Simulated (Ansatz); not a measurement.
All numbers below come from DFT PBE, scalar-relativistic, plane waves, PAW, and for the lanthanide a 4f-in-core norm-conserving potential (Ansatz 0.2.0). All cells share a 690 eV cutoff and Γ-centred k meshes spaced at most about 0.3 Å⁻¹ (about 0.25 or finer for metals, 2π included). No spin polarisation in the final relaxations.

All energies are static (0 K, no zero-point motion).

Two relaxed structures of Tm2CdC2:

1.

```xyz
5
Lattice="4.2602 0.0000 0.0000 -2.1301 3.6894 0.0000 0.0000 0.0000 5.2984" Properties=species:S:1:pos:R:3 pbc="T T T"
Tm    2.1301    1.2298    1.5137
Tm    0.0000    2.4596    3.7847
Cd    0.0000    0.0000    0.0000
C     2.1301    1.2298    3.9860
C     0.0000    2.4596    1.3124
```

2.

```xyz
5
Lattice="3.7139 0.0000 0.0000 -1.8569 3.2163 0.0000 0.0000 0.0000 7.0444" Properties=species:S:1:pos:R:3 pbc="T T T"
Tm    1.8569    1.0721    1.4144
Tm    1.8569    1.0721    5.6300
Cd    0.0000    0.0000    3.5222
C     0.0000    0.0000    0.0000
C     0.0000    2.1442    3.5222
```

Question: Which is lower in energy, and by how much?

Answer: Cell 1 is lower, by 199 meV/atom. Cell 1 has space group P-3m1 (No. 164), 16.7 Å³/atom and no gap on its mesh; cell 2 has space group P-6m2 (No. 187), 16.8 Å³/atom and no gap. Counting C atoms around Cd and Tm (those within 1.25 times the shortest such distance or 1.15 times the sum of covalent radii, 1.27 where that leaves under three; a plus sign parts nearer from farther groups; the shortest distance is added where it exceeds 1.18 times the sum of covalent radii), cell 1 has Tm 4+1, Cd 6 from 2.8 Å and cell 2 has Tm 3+3, Cd 3. Even the lower one lies +0.17 eV/atom against the reference forms of the elements (uncorrected), so neither is stable at this level. In cell 1, Tm is surrounded by 4 C at 2.47 Å, 1 C at 2.83 Å and 3 Cd at 2.89 Å; Cd is surrounded by 6 C at 2.79 Å and 6 Tm at 2.89 Å; around C lie 4 Tm at 2.47 Å, 3 Cd at 2.79 Å and 1 Tm at 2.83 Å. In cell 2, around Tm lie 3 C at 2.57 Å, 1 Tm at 2.83 Å, 3 C at 3.01 Å and 3 Cd at 3.01 Å; Cd has 3 C at 2.14 Å and 6 Tm at 3.01 Å; around C on its first site lie 6 Tm at 2.57 Å; 1 more site not described. Both come from invented guesses.

Cells relaxed within their symmetry can be saddle points.

The lanthanide is trivalent by construction, without f bands, f moments or other valences.
